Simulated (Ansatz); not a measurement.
Ca₂CuO₃:
Space group Immm (No. 71); a = 3.232 Å, b = 3.777 Å, c = 12.001 Å, α = β = γ = 90.00°

```tsv
atom	site	symmetry	x	y	z
Ca	4j	mm2	0.5000	0.0000	0.1490
Cu	2d	mmm	0.0000	0.5000	0.0000
O	4j	mm2	0.0000	0.5000	0.1604
O	2a	mmm	0.0000	0.0000	0.0000
```
(The calculation used a cell of 6 atoms; values per cell refer to that cell.)

Relaxed at zero pressure with PBEsol (plane waves, PAW; program Ansatz).

Problem. The volume is lowered by 3 % and shape and atoms relax at that volume. What pressure results, and how do the axes share the change?

Solution. 3.8 GPa; a -1.6 %, b -0.8 %, c -0.6 %; the energy rises by 4 meV/atom.

Problem. Give the new structure.

Solution. 
Space group Immm (No. 71); a = 3.181 Å, b = 3.746 Å, c = 11.925 Å, α = 90.00°, β = 90.00°, γ = 90.00°

```csv
atom,site,symmetry,x,y,z
Ca,4j,mm2,0.5000,0.0000,0.1492
Cu,2d,mmm,0.0000,0.5000,0.0000
O,4j,mm2,0.0000,0.5000,0.1607
O,2a,mmm,0.0000,0.0000,0.0000
```

The phase is kept; no other phase was compared at this pressure.

The workflow started from an entry of the Crystallography Open Database (COD). Whether it is the stable phase at ambient conditions was not checked. The PBEsol relaxation kept the symmetry of its start; whether a distortion lowers the energy is not shown. No spin polarisation was allowed. No Hubbard U is applied.

Potentials: the later of the program's two PAW sets.
